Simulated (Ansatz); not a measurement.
ZnAg (L1₀ or tetragonal B2, space group No. 123), LDA (plane waves, PAW; program Ansatz), all energies at zero smearing, with the estimated change up to a 700 eV cutoff added, with one set of potentials and settings (totals compare only within such a set). Cell of 2 atoms (1 Zn, 1 Ag): -10704.543 eV.

| element | reference phase | E (eV/atom) |
|---|---|---|
| Zn | P6_3/mmc, 2 atoms in the cell | -3246.2618 |
| Ag | P6_3/mmc, 4 atoms in the cell | -7458.1511 |

Formation energy per atom, worked out: (-10704.543 − 1×(-3246.2618) − 1×(-7458.1511))/2 = -0.065 eV/atom (-6 kJ per mol of atoms), at 0 K, without zero-point energy or fitted corrections.

Space group P4/mmm (L1₀ or tetragonal B2). The workflow started from a Materials Project entry (that database holds measured and hypothetical structures alike); the Crystallography Open Database copy checked does not list it. COD files the formula under space group No. 221. Whether it is the stable phase at ambient conditions was not checked. The LDA relaxation kept the symmetry of its start; its stability against distortions is not shown here. No spin polarisation was allowed. The references are the lowest solids computed at this level, not always the standard phases.

Potentials: the later of the program's two PAW sets.
